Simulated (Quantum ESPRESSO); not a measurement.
# Band energies of BiClO

```
CELL_PARAMETERS angstrom
      3.90573     0.00000     0.00000
      0.00000     3.90573     0.00000
      0.00000     0.00000     7.33681
ATOMIC_POSITIONS crystal
  O  0.00000 0.00000 0.00000
  O  0.50000 0.50000 0.00000
  Cl 0.50000 0.00000 0.64599
  Cl 0.00000 0.50000 0.35401
  Bi 0.00000 0.50000 0.82698
  Bi 0.50000 0.00000 0.17302
```

PBEsol (Quantum ESPRESSO, PseudoDojo norm-conserving, 84 Ry, scalar-relativistic); path ΓXMΓZRAZ,XR,MA; energies in eV from the valence-band maximum.

```csv
k (1/Å),point,band 24,band 25,band 26,band 27,band 28,band 29,band 30,band 31
0.00,Γ,-1.44,-1.00,-1.00,-0.98,-0.73,3.05,3.77,5.24
0.40,,-1.29,-1.03,-0.51,-0.36,-0.28,4.24,4.64,4.76
0.80,X,-1.03,-0.86,-0.86,-0.09,-0.09,4.49,4.49,5.11
1.21,,-1.18,-1.01,-1.01,-0.65,-0.65,4.50,4.50,5.33
1.61,M,-0.87,-0.67,-0.67,-0.54,-0.54,4.03,4.03,5.74
1.99,,-0.99,-0.98,-0.83,-0.67,-0.48,4.04,4.81,5.16
2.37,,-0.97,-0.83,-0.51,-0.40,-0.38,4.08,4.26,4.56
2.75,Γ,-1.44,-1.00,-1.00,-0.98,-0.73,3.05,3.77,5.24
3.17,Z,-1.17,-0.76,-0.76,-0.39,-0.32,2.54,2.94,5.28
3.50,,-0.98,-0.96,-0.78,-0.49,-0.18,3.57,3.90,5.18
3.98,R,-1.06,-0.65,-0.65,-0.08,-0.08,4.28,4.28,5.20
4.30,,-1.50,-0.79,-0.79,-0.45,-0.45,3.98,3.98,5.52
4.62,,-1.84,-1.19,-1.19,-0.64,-0.64,4.29,4.29,5.97
4.78,A,-1.75,-1.40,-1.40,-0.54,-0.54,4.42,4.42,5.97
4.93,,-1.73,-1.28,-1.17,-0.66,-0.56,4.14,4.52,5.85
5.21,,-1.26,-1.11,-0.73,-0.71,-0.39,3.28,5.10,5.15
5.49,,-1.01,-0.93,-0.78,-0.56,-0.31,3.66,4.35,4.74
5.78,,-1.14,-0.85,-0.80,-0.39,-0.28,2.78,3.17,5.19
5.92,Z,-1.17,-0.76,-0.76,-0.39,-0.32,2.54,2.94,5.28
5.92,X,-1.03,-0.86,-0.86,-0.09,-0.09,4.49,4.49,5.11
6.35,R,-1.06,-0.65,-0.65,-0.08,-0.08,4.28,4.28,5.20
6.35,M,-0.87,-0.67,-0.67,-0.54,-0.54,4.03,4.03,5.74
6.78,A,-1.75,-1.40,-1.40,-0.54,-0.54,4.42,4.42,5.97
```

The PBEsol gap is indirect, 2.54 eV, from 80 % of the way from Z to R to Z; the smallest direct gap is 2.86 eV.

Spin-orbit coupling is left out; with 6p states at a band edge it can lower the gap by many tenths of an eV, most of a small gap.

Geometry relaxed with PBE+D3(BJ).
